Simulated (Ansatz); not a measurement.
ZnO (wurtzite)

```yaml
crystal:
  lattice:
    - [3.27960, 0.00000, 0.00000]
    - [-1.63980, 2.84021, 0.00000]
    - [0.00000, 0.00000, 5.29330]
  atoms:
    - { symbol: Zn, position: [0.66667, 0.33333, 0.00215] }
    - { symbol: Zn, position: [0.33333, 0.66667, 0.50215] }
    - { symbol: O, position: [0.66667, 0.33333, 0.62305] }
    - { symbol: O, position: [0.33333, 0.66667, 0.12305] }
```

The slice is a (-1 1 0 2) plane (indices of the conventional cell) through the point (0.333, 0.667, 0.123) (fractional), spanned by u = [110] and v = [1 -1 1] in vectors of this cell: u (3.28 Å) and v (7.76 Å, at 90° to u). It covers one period; positions are fractions (u, v).

The numbers are results of PBE (plane waves to 420 eV, PAW, scalar-relativistic; Ansatz, a program for electronic structure), not measurements. k mesh 12×12×6. Near the nuclei the fields are pseudised (PAW); where an atom keeps semicore shells as valence, they peak there. ZnO was relaxed with its symmetry unable to fall.

**Question.** Predict the map of the valence electron density on the slice.

**Answer.** 
```
|77775544444444445577|
|66554444667766444455|
|44334455889988554433|
|22223355889988553322|
|11112244667766442211|
|00112233444444332211|
|00001122333333221100|
|00001111222222111100|
|00001111222222111100|
|11111122222222221111|
|22222233334433332222|
|44333344556655443333|
|55554444667766444455|
|66554444667766444455|
|55554444555555444455|
|44443333333333333344|
|33222222222222222222|
|22111111110011111111|
|11111100000000001111|
|22221111000000111122|
|44332211000000112233|
|66554422110011224455|
|77775533221122335577|
|88776644332233446677|
```
Scale: ten equal steps from -1.68 (start of '0') to 1.40 (end of '9'), in the order '0123456789'. Values: log₁₀ of the valence density in e/Å³. The map has 10 points along u (two characters each, u = 0 at the left) and 24 along v (v = 0 in the bottom row). The scale is logarithmic, as a density can span decades between atoms and voids.
